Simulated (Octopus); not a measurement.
Si (Fd-3m, No. 227):
```
Si
1.0
    0.00000     2.72185     2.72185
    2.72185     0.00000     2.72185
    2.72185     2.72185     0.00000
Si
2
Direct
  0.75000   0.75000   0.75000
  0.50000   0.50000   0.50000
```
The cell is a database entry, not relaxed again.

Computed with Octopus (real-space grid): TB09 (mBJ) potential, grid spacing about 0.24 Å, Γ-centred 6×6×6 k-mesh, Fermi-Dirac smearing of 0.03 eV, no spin polarisation, Troullier-Martins for Si. With pseudopotentials TB09 takes its parameter c from the valence density, so the gap is not the all-electron TB09 value and can miss it by tenths of an eV or more, either way.

Energies in eV against the valence band top; 8 electrons a cell outside the pseudopotentials' cores.

```
k-point (reduced)        band 1  band 2  band 3  band 4  band 5  band 6  band 7
-----------------------  ------  ------  ------  ------  ------  ------  ------
Γ (0.000, 0.000, 0.000)  -11.57    0.00    0.00    0.00    3.06    3.06    3.06
X (0.500, 0.000, 0.500)   -7.47   -7.47   -2.66   -2.66    1.19    1.19   10.73
U (0.625, 0.250, 0.625)   -7.88   -6.89   -4.02   -2.25    1.68    4.47    7.98
K (0.375, 0.375, 0.750)   -7.88   -6.89   -4.02   -2.25    1.68    4.47    7.98
L (0.500, 0.500, 0.500)   -9.26   -6.64   -1.09   -1.09     [?]    3.77    3.77
W (0.500, 0.250, 0.750)   -7.31   -7.31   -3.58   -3.58    4.52    4.52    5.52
```

Question: Some entries are withheld; supply them.

Answer: 
- L (0.500, 0.500, 0.500), band 5: 2.10
